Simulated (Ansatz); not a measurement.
OsSi (space group P2_13)

```
CELL_PARAMETERS angstrom
      4.72061     0.00000     0.00000
      0.00000     4.72061     0.00000
      0.00000     0.00000     4.72061
ATOMIC_POSITIONS crystal
  Si 0.16369 0.33631 0.66369
  Si 0.33631 0.66369 0.16369
  Si 0.66369 0.16369 0.33631
  Si 0.83631 0.83631 0.83631
  Os 0.87474 0.62526 0.37474
  Os 0.62526 0.37474 0.87474
  Os 0.37474 0.87474 0.62526
  Os 0.12526 0.12526 0.12526
```

The slice is a {110} plane (indices of the conventional cell) through the point (0.164, 0.336, 0.664) (fractional), spanned by u = [100] and v = [011] in vectors of this cell: u (4.72 Å) and v (6.68 Å, at 90° to u). It covers one period; positions are fractions (u, v).

The numbers are results of LDA (plane waves to 420 eV, PAW, scalar-relativistic; Ansatz, a first-principles code), not measurements. k mesh 7×7×7. Near the nuclei the fields are pseudised (PAW); where an atom keeps semicore shells as valence, they peak there. OsSi is run without spin polarisation. OsSi was relaxed with its symmetry unable to fall. Spin-orbit coupling is left out, though Os is heavy.

Task: Sketch the electron localisation function (ELF) on this plane as a map.

Result: 
```
|xxxx**##==------==--==++==xx|
|**%%%%++==++**##**==::--++++|
|@@@@**==++##%%##**==::::==##|
|****====**@@%%==--====::::==|
|--======##@@##----****==::::|
|::--==++##@@##++**%%##==::::|
|..::--==++######%%%%##==::::|
|::--==========++****++==::::|
|==**####++::..::----====----|
|**@@@@##++::....::----======|
|##%%##++==--::::--========++|
|****++==++++----++****++====|
|==++++##%%**==++##%%##++----|
|..==**%%%%++--==##@@##==..  |
|  ::++**++--::--++####--    |
|..--==--::--**##++====--....|
|==****==::++%%@@**::--------|
|::**@@##--**@@%%++..--++**==|
|xxxx@@@@++++##**--..==####xx|
|xxxx##@@++::::--::--++##++xx|
```
Scale: ten equal steps from 0.10 (start of ' ') to 0.74 (end of '@'), in the order ' .:-=+*#%@'. Values: electron localisation function (ELF). The map has 14 points along u (two characters each, u = 0 at the left) and 20 along v (v = 0 in the bottom row). Points within 0.5 Å of a nucleus are blanked (x), as the pseudised field means little there.
